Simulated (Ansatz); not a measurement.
ZrAl in space group Cmcm (No. 63; Zr on 4c, Al on 4c) at seven volumes, DFT-PBEsol in the program Ansatz with PAW potentials, shape and atoms relaxed at each. One row is withheld.

| V (Å³/atom) | P (GPa) |
|---|---|
| 17.471 | 12.73 |
| 18.047 | 7.90 |
| 18.623 | 3.68 |
| 19.199 | 0.00 |
| 19.775 | -3.19 |
| 20.351 | ? |
| 20.927 | -8.30 |

**Question.** Fit the shown pressures and predict the withheld one.

**Answer.** Third-order Birch–Murnaghan: P = (3/2)B₀(x^(7/2) − x^(5/2))[1 + (3/4)(B′ − 4)(x − 1)] with x = (V₀/V)^(2/3). Least squares on the six rows gives V₀ = 19.201 Å³/atom, B₀ = 113.3 GPa, B′ = 3.72. At V = 20.351, x = 0.9620 and P = -5.91 GPa. The run itself gave -5.94 GPa.

The first step of the workflow began from a Materials Project structure, measured or hypothetical; the Crystallography Open Database copy checked does not list it. Its standing as an ambient phase is unchecked. The PBEsol relaxation kept the symmetry of its start; its stability against distortions is not shown here. No spin polarisation was allowed.

Potentials: the later of the program's two PAW sets.
